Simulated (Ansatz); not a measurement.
MgO (rock salt, space group No. 225), plane-wave PAW PBEsol (Ansatz code). The conduction-band minimum lies at Γ, with 1 equivalent valley. Second derivatives d²E/dk² of the lowest band at one valley (eV·Å²), along Cartesian directions:

| direction | d²E/dk² |
|---|---|
| [100] | 22.37 |
| [010] | 22.37 |
| [001] | 22.37 |
| [110] | 22.37 |
| [101] | 22.37 |
| [011] | 22.37 |

Problem. Find the principal effective masses, the density-of-states mass and the conductivity mass.

Solution. Off-diagonal terms follow from H_xy = H[110] − (H_xx + H_yy)/2, and m*/mₑ = 7.620 eV·Å² over each eigenvalue: 0.34, 0.34, 0.34. One valley's DOS mass (m₁m₂m₃)^(1/3) = 0.34, conductivity mass 3/(Σ 1/mᵢ) = 0.34 mₑ.

Problem. What effective density of states Nc follows at 300 K for parabolic valleys?

Solution. Nc = 2.509e19 × 1 × (0.34)^(3/2) ≈ 5.0e18 cm⁻³.

Space group Fm-3m (rock salt). The PBEsol relaxation kept the symmetry of its start.

Potentials: the later of the program's two PAW sets.

Edges and masses are those of Kohn–Sham bands, whose gap is no quasiparticle gap.
